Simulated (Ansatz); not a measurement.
SiC (wurtzite)

```xyz
4
Lattice="3.0755 0.0000 0.0000 -1.5377 2.6634 0.0000 0.0000 0.0000 5.0486" Properties=species:S:1:pos:R:3 pbc="T T T"
Si     1.5377     0.8878     0.0025
Si     0.0000     1.7756     2.5268
C      1.5377     0.8878     3.1539
C      0.0000     1.7756     0.6296
```

The slice is a (1 -1 0 0) plane (indices of the conventional cell) through the point (0.667, 0.333, 0.001) (fractional), spanned by u = [110] and v = [001] in vectors of this cell: u (3.08 Å) and v (5.05 Å, at 90° to u). It covers one period; positions are fractions (u, v).

All values below come from r2SCAN (plane waves to 500 eV, PAW, scalar-relativistic; Ansatz, a quantum-chemistry and plane-wave program). k mesh 12×12×7. Near the nuclei the fields are pseudised (PAW); where an atom keeps semicore shells as valence, they peak there. SiC was relaxed with its symmetry unable to fall. The PAW data are Ansatz's earlier set.

Three fields on this plane, each scaled to ten steps between its own extremes (0 low, 9 high; the total valence density on a logarithmic scale, the potential cut 8 eV below its top; x marks points blanked near nuclei; v = 0 in the bottom row):

Map A
```
|xxxxx54322345xxxx|
|xxxx6543333456xxx|
|xxxx6543333456xxx|
|xx34443333334443x|
|22233222222223322|
|22221111221111222|
|xxx211111111112xx|
|xxxx1001111001xxx|
|xxxxx00011000xxxx|
|xxxxx00111100xxxx|
|xxxxx00122100xxxx|
|xxxxx11233211xxxx|
|xxxx1124554211xxx|
|xxx112467764211xx|
|11001257997521001|
|00001358998531000|
|00001357887531000|
|00001245665421000|
|11111234444321111|
|22211112222111122|
|44321111111111234|
|66431100000011346|
|88642100000012468|
|xx74210000001247x|
|xxxx2100000012xxx|
|xxxx2110000112xxx|
|xxxxx21100112xxxx|
|xxxxx43211234xxxx|
```

Map B
```
|xxxxx11111111xxxx|
|xxxx1111001111xxx|
|xxxx1000000001xxx|
|xx42100000000124x|
|77532100000012357|
|99642100000012469|
|xxx531000000135xx|
|xxxx4210000124xxx|
|xxxxx32100123xxxx|
|xxxxx42111124xxxx|
|xxxxx43111134xxxx|
|xxxxx43211234xxxx|
|xxxx6421111246xxx|
|xxx543210012345xx|
|54432210000122344|
|22221100000011222|
|11110000000000111|
|00000000000000000|
|00000000110000000|
|00000001111000000|
|00000111111110000|
|00001112222111000|
|00111222222221110|
|xx12223333332221x|
|xxxx3333333333xxx|
|xxxx3333333333xxx|
|xxxxx33333333xxxx|
|xxxxx22222222xxxx|
```

Map C
```
|xxxxx02688620xxxx|
|xxxx0037887300xxx|
|xxxx0057997500xxx|
|xx00047899874000x|
|00014689999864100|
|00146899999986410|
|xxx368999999863xx|
|xxxx4788888874xxx|
|xxxxx67777776xxxx|
|xxxxx45544554xxxx|
|xxxxx33211233xxxx|
|xxxxx21000012xxxx|
|xxxx1200000021xxx|
|xxx232000000232xx|
|23555200000025553|
|77876410000146787|
|99987531001357899|
|99998754334578999|
|99999877667789999|
|88899988888899988|
|56678999889998766|
|11357888888887531|
|00014677777764100|
|xx00045666654000x|
|xxxx0145555410xxx|
|xxxx0035665300xxx|
|xxxxx02566520xxxx|
|xxxxx02677620xxxx|
```

Assign the maps to these fields: density of the lowest conduction band (whole band as if filled, smooth part); density of the highest valence band (whole band, smooth part); electrostatic potential energy of an electron, from the cell's mean.

A is the density of the lowest conduction band (whole band as if filled, smooth part); B is the density of the highest valence band (whole band, smooth part); C is the electrostatic potential energy of an electron, from the cell's mean.
